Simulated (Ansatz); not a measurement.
Relaxed InAs (zinc blende):

```xyz
4
Lattice="0.0000 6.1863 6.1863 3.0932 0.0000 3.0932 3.0932 3.0932 0.0000" Properties=species:S:1:pos:R:3 pbc="T T T"
As     4.6397     4.6397     4.6397
As     4.6397     7.7329     7.7329
In     0.0000     0.0000     0.0000
In     0.0000     3.0932     3.0932
```

The numbers are results of PBE (plane waves to 420 eV, PAW, scalar-relativistic; Ansatz, a first-principles code), not measurements. k mesh 4×8×8 (Γ-centred), Fermi-Dirac smearing 0.05 eV. With partly filled bands, energies and forces of such displacements shift with the k mesh and the smearing. At this level the bands of InAs touch or barely overlap; measurements give the solid a gap. InAs was relaxed with its symmetry unable to fall.

One atom of the cell was then moved (with its periodic images), all else fixed, and the forces (eV/Å) came out as:

| atom | Fx | Fy | Fz |
|---|---|---|---|
| As1 | 0.344 | -0.240 | -0.240 |
| As2 | 1.375 | 0.246 | 0.246 |
| In3 | -1.823 | 0.125 | 0.125 |
| In4 | 0.104 | -0.130 | -0.130 |

Problem. Which atom was moved, and by which vector (Å)?

Solution. In3, by (0.27, 0.00, 0.00), 0.27 Å in all.

(For displaced atoms, the force is minus the slope of the energy, and its curvature is a force constant, which sets phonon frequencies.)
